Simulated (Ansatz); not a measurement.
The relaxed structure here is a generated cell of Au: the first start was made by placing the elements on the sites of a structure type, and the end was not matched to a known phase here, so it may be hypothetical. Known forms of Au include space group No. 225.

One stationary structure of Au. Space group R-3m (No. 166), AFLOW prototype A_hR3_166_ac (C19, as in Sm). Method: r2SCAN (plane waves to 500 eV, PAW, scalar-relativistic; Ansatz, a quantum-chemistry and plane-wave program).

```cif
data_Au3
_chemical_formula_sum 'Au3'
_space_group_name_H-M_alt 'P 1'
_space_group_IT_number 1
_cell_length_a 7.46831
_cell_length_b 7.46831
_cell_length_c 7.46831
_cell_angle_alpha 22.314
_cell_angle_beta 22.314
_cell_angle_gamma 22.314
loop_
_space_group_symop_operation_xyz
  'x, y, z'
loop_
_atom_site_label
_atom_site_type_symbol
_atom_site_fract_x
_atom_site_fract_y
_atom_site_fract_z
_atom_site_occupancy
Au1 Au 0.00000 0.00000 0.00000 1
Au2 Au 0.22239 0.22239 0.22239 1
Au3 Au 0.77761 0.77761 0.77761 1
```

| Quantity | Value |
|---|---|
| Volume per atom | 17.55 Å³ |
| Density | 18.63 g/cm³ |
| Band gap | zero (metallic) |
| Shortest distances | Au–Au 2.89 Å |
| k-mesh | 19×19×19 |

Band energies at high-symmetry points (eV from the Fermi level; labels of this space group; no spin-orbit coupling), from −5 eV up to 2.3 eV:

| point | energies |
|---|---|
| Γ | -4.83 -4.83 -4.70 -4.70 -4.54 -4.54 -4.00 -3.99 -3.63 -3.63 -2.73 -2.73 -2.58 -2.58 |
| T | -4.83 -4.83 -4.69 -4.69 -4.58 -4.58 -3.36 -3.36 -3.19 -3.19 -2.35 -2.35 -0.87 |
| H2 | -4.81 -4.73 -4.69 -3.93 -3.77 -3.11 -2.54 -2.51 -2.36 |
| H0 | -4.81 -4.73 -4.69 -3.93 -3.77 -3.11 -2.54 -2.51 -2.36 |
| L | -4.95 -4.73 -3.81 -3.75 -2.98 -2.98 -2.09 -2.07 -1.96 -1.95 -0.06 1.08 1.33 |
| S0 | -4.80 -4.78 -4.70 -3.93 -3.77 -3.12 -2.58 -2.44 -2.40 |
| S2 | -4.80 -4.78 -4.70 -3.93 -3.77 -3.12 -2.58 -2.44 -2.40 |
| F | -4.23 -4.19 -3.82 -3.62 -2.24 -2.08 -2.05 -2.02 -1.91 0.01 0.69 1.49 |

No spin polarisation in the result.

The run could not lose the symmetry of its start, so the end can be a saddle point.
